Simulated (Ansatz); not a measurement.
The relaxed structure here is a generated cell of ScAl3: the first start was made by a random draw of sites in a space group, and the end was not matched to a known phase here, so it may be hypothetical.

A relaxed cell of ScAl3 (P6/mmm (No. 191)), relaxed on a k-mesh at least as fine as the one used below. Computed with PBE (plane waves to 420 eV, PAW, scalar-relativistic; Ansatz, a program for electronic structure). Γ-centred k-mesh 8×8×4 on the run's cell (coarser than for final values), Fermi–Dirac smearing 0.05 eV.

```
CELL_PARAMETERS angstrom
      4.93558     0.00000     0.00000
     -2.46779     4.27434     0.00000
      0.00000     0.00000     8.18729
ATOMIC_POSITIONS crystal
  Al 0.00000 0.00000 0.00000
  Al 0.33333 0.66667 0.15936
  Al 0.66667 0.33333 0.15936
  Al 0.66667 0.33333 0.84064
  Al 0.33333 0.66667 0.84064
  Al 0.00000 0.00000 0.50000
  Sc 0.33333 0.66667 0.50000
  Sc 0.66667 0.33333 0.50000
```

The atoms are displaced by (Å):

```csv
atom,ux,uy,uz
Al1,-0.074,-0.110,-0.095
Al2,0.032,-0.004,-0.135
Al3,-0.066,-0.033,0.088
Al4,0.038,0.071,0.181
Al5,0.142,0.010,0.090
Al6,-0.097,0.076,0.088
Sc7,-0.056,0.116,0.014
Sc8,-0.027,0.006,-0.013
```

Task: What forces (eV/Å) and pressure result?

Result: 
```
atom     Fx     Fy     Fz
----  -----  -----  -----
Al1    0.29   0.29   0.10
Al2   -0.38  -0.14   1.80
Al3    0.13  -0.09   0.16
Al4    0.33  -0.24  -0.98
Al5   -0.28   0.05  -1.72
Al6    0.44  -0.08   0.01
Sc7   -0.16  -0.40  -0.38
Sc8   -0.37   0.61   1.02
```

Pressure +1.2 GPa.

Task: Estimate the energy cost of the displacement in the harmonic approximation and compare with the calculation.

Result: For a harmonic well ΔE = −½ Σ F·u = 0.387 eV a cell, or 48 meV/atom. The calculated energy relative to the undisplaced cell is +0.05 eV/atom, so the harmonic estimate holds well.

The undisplaced cell is probably no minimum: from this displacement the run went on to P-3m1 (No. 164), 0.42 eV/atom below it.

No spin polarisation in the result.
